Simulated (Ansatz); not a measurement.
HgS (rock salt, Fm-3m) under volume change, plane-wave PAW PBEsol (Ansatz code), scaled uniformly.

| V (Å³/atom) | E − E(relaxed) (meV/atom) | P (GPa) |
|---|---|---|
| 18.438 | 50.6 | 9.75 |
| 19.046 | 21.1 | 5.91 |
| 19.654 | 5.0 | 2.70 |
| 20.262 | 0.0 | 0.00 |
| 20.870 | 4.4 | -2.25 |
| 21.477 | 16.6 | -4.12 |
| 22.085 | 35.2 | -5.67 |

Q: What does a third-order Birch–Murnaghan fit give for V₀, B₀ and B′?

A: V₀ = 20.26 Å³/atom, B₀ = 81.7 GPa, B′ = 5.0.

The workflow started from a Materials Project entry (that database holds measured and hypothetical structures alike); the Crystallography Open Database copy checked does not list it. COD files the formula under space group No. 152, 154, 166, 216, so this cell is another polymorph or a model. Its standing as an ambient phase is unchecked. The cell was relaxed with PBEsol under the symmetry of its start; whether a distortion lowers the energy is not shown. Spin–orbit coupling is left out wherever it is not named.

Potentials: the later of the program's two PAW sets.
